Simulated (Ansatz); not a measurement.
Bi in space group Pm-3m (No. 221; Bi on 1b) under volume change, DFT-r²SCAN in the program Ansatz with PAW potentials, shape and atoms relaxed at each volume.

```
V (Å³/atom)  E − E(relaxed) (meV/atom)  P (GPa)
-----------  -------------------------  -------
31.334                            51.2     5.57
32.367                            22.1     3.56
33.400                             5.3     1.68
34.433                             0.0     0.00
35.466                             4.7    -1.41
36.499                            17.7    -2.60
37.532                            37.8    -3.60
```

Task: What does a third-order Birch–Murnaghan fit give for V₀, B₀ and B′?

Result: V₀ = 34.46 Å³/atom, B₀ = 49.8 GPa, B′ = 3.6.

The workflow started from a Materials Project entry (that database holds measured and hypothetical structures alike); the Crystallography Open Database copy checked does not list it. It is not the phase usual at ambient conditions (space group No. 166). Symmetry was held in the r²SCAN relaxation; whether a distortion lowers the energy is not shown. Scalar-relativistic: spin–orbit coupling is off unless named, which matters more the heavier the elements.

Potentials: the later of the program's two PAW sets.
